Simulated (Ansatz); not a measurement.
Values for one crystal, relaxed and computed with plane-wave PAW r²SCAN (Ansatz code); other levels are named.

```yaml
volume_per_atom: 23.13 Å³
band_gap: 0.52 eV (indirect)
conduction_band_minimum: at T (k = 0.000, 0.500, 0.500)
valence_band_maximum: on the Γ–X line, 71 % of the way from Γ (k = 0.354, 0.000, 0.000)
smallest_direct_gap_on_the_standard_path: 1.26 eV
Formation energy from the elements (no fitted shifts): -0.40 eV/atom
```

**Question.** Pick the material that matches.
A. Si4P4Ru, P1 (Pearson symbol aP9)
B. Al2Te5, C2/m (Al on 4i, Te on 4i, Te on 2a, Te on 4i)
C. Te2Ru, Pnnm (Te on 4g, Ru on 2a)
D. Ga2S3, Cc (Pearson symbol mS20)

**Answer.** C, Te2Ru, Pnnm (Te on 4g, Ru on 2a)

The workflow started from a Materials Project entry (that database holds measured and hypothetical structures alike); the Crystallography Open Database files this formula in space group No. 58, but the cells were not matched. Whether it is the stable phase at ambient conditions was not checked. The cell was relaxed with r²SCAN under the symmetry of its start; its stability against distortions is not shown here. No spin polarisation was allowed. The references are the lowest solids computed at this level, not always the standard phases. Scalar-relativistic: spin–orbit coupling is off unless named, which matters more the heavier the elements.

Potentials: the earlier of the program's two PAW sets.
